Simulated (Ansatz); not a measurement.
Starting cell, TaN (rock salt):

```xyz
4
Lattice="0.0000 4.3963 4.3963 2.1982 2.1982 4.3963 2.1982 2.1982 0.0000" Properties=species:S:1:pos:R:3 pbc="T T T"
N      0.0000     0.0000     0.0000
N      2.1982     4.3963     2.1982
Ta     2.1982     2.1982     2.1982
Ta     2.1982     4.3963     4.3963
```

A phonon eigenvector at X = (0.5, 0.5, 0.0) is frozen into this cell: atom i moves by Q times the vector below, so Q is the largest atomic displacement, in Å. The cell is held. It is one choice among 2 degenerate patterns. (q is in reciprocal vectors of the primitive cell; the cell shown is doubled to hold the pattern.)

```tsv
atom	x	y	z
N1	0.000	-1.000	0.000
N2	0.000	1.000	0.000
Ta3	0.000	0.848	0.000
Ta4	0.000	-0.848	0.000
```

The numbers are results of r2SCAN (plane waves to 500 eV, PAW, scalar-relativistic; Ansatz, a quantum-chemistry and plane-wave program), not measurements. k mesh 18×18×18 (Γ-centred), Fermi-Dirac smearing 0.05 eV. The energy includes the smearing's −TS. With partly filled bands, energies and forces of such displacements shift with the k mesh and the smearing. Spin-orbit coupling is left out, though Ta is heavy. TaN is run without spin polarisation. TaN was relaxed with its symmetry unable to fall. This is a high-temperature form of TaN. The zero of ΔE is the undisplaced structure.

| Q (Å) | ΔE (eV/cell) |
|---|---|
| -0.275 | 0.152 |
| -0.229 | 0.000 |
| -0.183 | -0.073 |
| -0.138 | ? |
| -0.092 | -0.051 |
| -0.046 | -0.012 |
| 0.000 | 0.000 |
| 0.046 | -0.012 |
| 0.092 | -0.051 |
| 0.138 | ? |
| 0.183 | -0.073 |
| 0.229 | 0.000 |
| 0.275 | 0.152 |

Problem. What belongs in the gaps?

Solution. 
- -0.138, ΔE (eV/cell): -0.082
- 0.138, ΔE (eV/cell): -0.082

(For displaced atoms, the force is minus the slope of the energy, and its curvature is a force constant, which sets phonon frequencies.)
